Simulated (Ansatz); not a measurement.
BAs in space group P4_2/mmc (No. 131; B on 2c, As on 2e) at seven volumes, plane-wave PAW PBE (Ansatz code), shape and atoms relaxed at each. One row is withheld.

```
V (Å³/atom)  P (GPa)
-----------  -------
13.123         12.42
13.556          7.58
13.988          3.44
14.421          0.00
14.853             ?
15.286         -5.29
15.719         -7.37
```

Fit the shown pressures and predict the withheld one.

P = (3/2)B₀(x^(7/2) − x^(5/2))[1 + (3/4)(B′ − 4)(x − 1)] with x = (V₀/V)^(2/3). Least squares on the six rows gives V₀ = 14.423 Å³/atom, B₀ = 105 GPa, B′ = 4.77. At V = 14.853, x = 0.9806 and P = -2.88 GPa. The run itself gave -2.81 GPa.

The cell is a constructed one: a structure type filled with these elements; neither database checked (COD, Materials Project) lists it. It is not the phase usual at ambient conditions (space group No. 216). The PBE relaxation kept the symmetry of its start; its stability against distortions is not shown here.

Potentials: the later of the program's two PAW sets.
